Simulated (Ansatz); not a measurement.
Data:

SrPb3:
```cif
data_Pb3Sr
_chemical_formula_sum 'Sr1 Pb3'
_space_group_name_H-M_alt 'Pm-3m'
_space_group_IT_number 221
_space_group_name_Hall '-P 4 2 3'
_cell_length_a 4.87804
_cell_length_b 4.87804
_cell_length_c 4.87804
_cell_angle_alpha 90.000
_cell_angle_beta 90.000
_cell_angle_gamma 90.000
loop_
_atom_site_label
_atom_site_type_symbol
_atom_site_symmetry_multiplicity
_atom_site_Wyckoff_symbol
_atom_site_fract_x
_atom_site_fract_y
_atom_site_fract_z
_atom_site_occupancy
Sr1 Sr 1 a 0.00000 0.00000 0.00000 1
Pb1 Pb 3 c 0.00000 0.50000 0.50000 1
```

This is the LDA-relaxed structure.

Question: All from LDA (plane waves, PAW; program Ansatz), unless another level is named. Give the bulk modulus (Birch–Murnaghan fit).

Answer: 45.9 GPa.

Question: Next, the highest zone-centre frequency?

Answer: 129 cm⁻¹.

The workflow started from an entry of the Crystallography Open Database (COD); the relaxed space group is not among those it files for this formula. COD files the formula under space group No. 123, so this cell is another polymorph or a model. Whether it is the stable phase at ambient conditions was not checked. The LDA relaxation kept the symmetry of its start; of distortions, only those at the zone centre were tested. As this level gives no gap, phonon frequencies hold no LO–TO term and depend on the k-mesh and smearing (Fermi–Dirac, 0.1 eV here). Spin–orbit coupling is left out wherever it is not named.

Potentials: the later of the program's two PAW sets.
